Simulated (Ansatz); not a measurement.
GeSe in space group P-6m2 (No. 187; Ge on 1a, Se on 1f) at seven volumes, DFT-PBEsol in the program Ansatz with PAW potentials, shape and atoms relaxed at each. One row is withheld.

```json
[
 {"V (Å³/atom)": "19.476", "P (GPa)": "6.69"},
 {"V (Å³/atom)": "20.118", "P (GPa)": "4.03"},
 {"V (Å³/atom)": "20.760", "P (GPa)": "?"},
 {"V (Å³/atom)": "21.402", "P (GPa)": "0.00"},
 {"V (Å³/atom)": "22.044", "P (GPa)": "-1.34"},
 {"V (Å³/atom)": "22.687", "P (GPa)": "-2.56"},
 {"V (Å³/atom)": "23.329", "P (GPa)": "-3.73"}
]
```

Question: Fit the shown pressures and predict the withheld one.

Answer: P = (3/2)B₀(x^(7/2) − x^(5/2))[1 + (3/4)(B′ − 4)(x − 1)] with x = (V₀/V)^(2/3). Least squares on the six rows gives V₀ = 21.434 Å³/atom, B₀ = 54.0 GPa, B′ = 5.30. At V = 20.760, x = 1.0215 and P = 1.88 GPa. The run itself gave 1.87 GPa.

The cell is a constructed one: a structure type filled with these elements; neither database checked (COD, Materials Project) lists it. It is not the phase usual at ambient conditions (space group No. 62). The cell was relaxed with PBEsol under the symmetry of its start. At this level the phase is dynamically unstable (imaginary phonons).

Potentials: the later of the program's two PAW sets.
